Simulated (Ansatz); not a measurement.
# CuP in the rocksalt structure

Level of theory: DFT, PBEsol, scalar-relativistic, no spin polarisation; plane waves to 420 eV with PAW datasets (Ansatz 0.2.0), Γ-centred 12×12×12 mesh, 0.05 eV Gaussian smearing; PAW files: Ansatz's generated set soft_2.

```xyz
2
Lattice="0.0000 2.3864 2.3864 2.3864 0.0000 2.3864 2.3864 2.3864 0.0000" Properties=species:S:1:pos:R:3 pbc="T T T"
Cu    2.3864    2.3864    2.3864
P     0.0000    0.0000    0.0000
```

The structure was built from a prototype; whether the compound forms in it isn't claimed.

Cell and atoms are those of this level's equilibrium.

Path: Γ–X–U | K–Γ–L–W–X, with Γ = (0.000, 0.000, 0.000), X = (0.500, 0.000, 0.500), U = (0.625, 0.250, 0.625), K = (0.375, 0.375, 0.750), L = (0.500, 0.500, 0.500), W = (0.500, 0.250, 0.750) in reciprocal vectors of the calculation's cell.

Problem. Is it a metal or an insulator, and if it has a gap, where are the band edges on this path?

Solution. A metal: bands cross the Fermi level.

Bands as a text map, energy in eV from the Fermi level (dashes), each leg drawn with the same width:
```
  2.86 |            *                                   
  2.57 |           *       *         ****           *   
  2.29 |          *       * *       *                   
  2.00 |     *                           *           *  
  1.71 |         *           *     *     *              
  1.43 |      ***        *       **                   **
  1.14 |**                    ***         *             
  0.86 |                     *                          
  0.57 |  *                               *             
  0.29 |   *            *   *    *         *            
  0.00 |---*-----------------*--------------------------
 -0.29 |    *         **                   *            
 -0.57 |    *        *     *                            
 -0.86 |     *              *     *         *           
 -1.14 |     *      *                       *           
 -1.43 |          **      *                             
 -1.71 |      *  *         *                 *          
 -2.00 |      ***        **        *                ****
 -2.29 |       ***********          *         **********
 -2.57 |          *   ***            **       ***       
 -2.86 |          ****                 *******   ****   
 -3.14 |      *************          *******************
 -3.43 |    *****         ***     ***                 **
 -3.71 |*****    ***         *****                   *  
 -4.00 | * **       **      **   **                 *   
 -4.29 |  *  ******   ***  **      **              *****
 -4.57 |           *     **        * *********   ***    
 -4.86 |   *        *      *              *** *****     
        Γ      X      UK       Γ       L       W       X
```
